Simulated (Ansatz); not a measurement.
Bulk crystal (Sc) after relaxation:

```yaml
crystal:
  lattice:
    - [-1.63846, -2.83790, 0.00000]
    - [-1.63846, 2.83790, 0.00000]
    - [0.00000, 0.00000, -5.08251]
  atoms:
    - { symbol: Sc, position: [0.33333, 0.66667, 0.25000] }
    - { symbol: Sc, position: [0.66667, 0.33333, 0.75000] }
```

Miller indices refer to the conventional cell of P6_3/mmc (No. 194), a = 3.277 Å, b = 3.277 Å, c = 5.083 Å, α = 90.00°, β = 90.00°, γ = 120.00°.

The (101) slab of 10 planes, 12.0 Å thick with 15 Å of vacuum as cut; outer planes Sc (top) and Sc (bottom).

The calculation used DFT PBEsol, scalar-relativistic, plane waves, PAW (Ansatz). Plane waves to 420 eV, a k mesh through Γ of 11×6×1 on the computed 10-atom cell and Gaussian smearing (0.10 eV); no spin polarisation. A dipole correction removes the field between periodic images along c.

With the atoms at the bulk's places:

```json
{"Surface energy (mean of both faces)": "1.81 J/m²", "Work function": "2.92 eV"}
```

(1) What changes when all atoms relax within this surface cell and its symmetry?

Answers

(1) The energy falls by 0.183 J/m² a face, and the largest move is 0.89 Å.

```json
{
  "Surface energy (mean of both faces)": "1.62 J/m²",
  "Work function": "2.98 eV"
}
```

```
plane (bottom to top) atoms spacing to next, bulk (Å) relaxed (Å) change (%)
                    1     Sc                      2.065        1.630       -21.1
                    2     Sc                      0.413        0.744       +80.2
                    3     Sc                      2.065        1.843       -10.7
                    4     Sc                      0.413        0.451        +9.2
                    5     Sc                      2.065        2.014        -2.5
                    6     Sc                      0.413        0.451        +9.2
                    7     Sc                      2.065        1.843       -10.7
                    8     Sc                      0.413        0.744       +80.2
                    9     Sc                      2.065        1.630       -21.1
                   10     Sc
```